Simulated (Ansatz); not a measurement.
VBiO4:
Space group I4₁/amd, origin choice 1 (No. 141); a = 7.303 Å, b = 7.303 Å, c = 6.442 Å, α = 90.00°, β = 90.00°, γ = 90.00°

| atom | site | symmetry | x | y | z |
|---|---|---|---|---|---|
| V | 4b | -4m2 | 0.0000 | 0.0000 | 0.5000 |
| Bi | 4a | -4m2 | 0.0000 | 0.0000 | 0.0000 |
| O | 16h | .m. | 0.3189 | 0.0000 | 0.0809 |
(The calculation used a cell of 12 atoms; values per cell refer to that cell.)

Relaxed with r²SCAN. r²SCAN (plane waves, PAW; program Ansatz) gives a gap of 2.87 eV.

What gap does HSE06 give on the same cell (Ansatz, PAW)?

3.74 eV, 0.88 eV more. The hybrid was solved on a coarser mesh and at special points; its gap is the smallest among all of these.

Cost on shared cores: the r²SCAN run (SCF on a 6×6×6 mesh, then bands and DOS) very roughly 6 core-minutes, the HSE06 run (SCF on 4×4×4, then a few points) roughly 8 core-minutes; the tasks are unlike.

Space group I4_1/amd. The first step of the workflow began from a Materials Project structure, measured or hypothetical; the Crystallography Open Database files this formula in space group No. 141, but the cells were not matched. It is not the phase usual at ambient conditions (space group No. 88). Symmetry was held in the r²SCAN relaxation; its stability against distortions is not shown here. No spin polarisation was allowed. No Hubbard U is applied. Spin–orbit coupling is left out wherever it is not named.

Potentials: the later of the program's two PAW sets.
